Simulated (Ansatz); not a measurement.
Question: Volume from LDA minus that from PBEsol (% of the latter), each on its own relaxed cell (Ansatz, an electronic-structure program, plane waves, PAW; no spin–orbit coupling, no Hubbard U), over 15 phases of the class «rare-earth compounds»: what sign and size do you expect?

Answer: Mean -2.7 %, median -2.5 %, mean absolute 2.7 %; eight in ten lie between -3.5 and -2.0 %, and 0 % are above zero.

Some cases that may be named, with their rank among the 15 from the lowest: La3In, Cu3Au type -3.8 % (rank 1); LuBi, rock salt -3.5 % (rank 3); LaTiO3, cubic perovskite -2.6 % (rank 7); LaBi, rock salt -2.5 % (rank 8); LaSi2, I4_1/amd (La on 4b, Si on 8e) -1.9 % (rank 14); LaH3, Fm-3m (La on 4a, H on 4b, H on 8c) -1.9 % (rank 15).

The phases are those computed here (of each formula those with measured values and the lowest at some level), not a balanced benchmark, and neither functional is the truth. Pairs that end in unlike spin orders or unlike minima (c/a over 6 % apart, 30 % for weakly bound crystals), magnets with 4f shells, solids of gases and phases set aside for tests are left out.

1 hold 4f electrons in the valence, where a lower state may exist.

Standing as an ambient phase not checked: La3In, Cu3Au type; LuBi, rock salt; LaBi, rock salt; LaTiO3, cubic perovskite; LaSi2, I4_1/amd (La on 4b, Si on 8e); LaH3, Fm-3m (La on 4a, H on 4b, H on 8c). All cells were relaxed under the symmetry of their starts (and spin orders); stability against distortions was not tested throughout. Named crystals with no word on spin ran without spin polarisation. Spin–orbit coupling is left out wherever it is not named.

Potentials: the later of the program's two PAW sets.

Ansatz is a plane-wave DFT program.
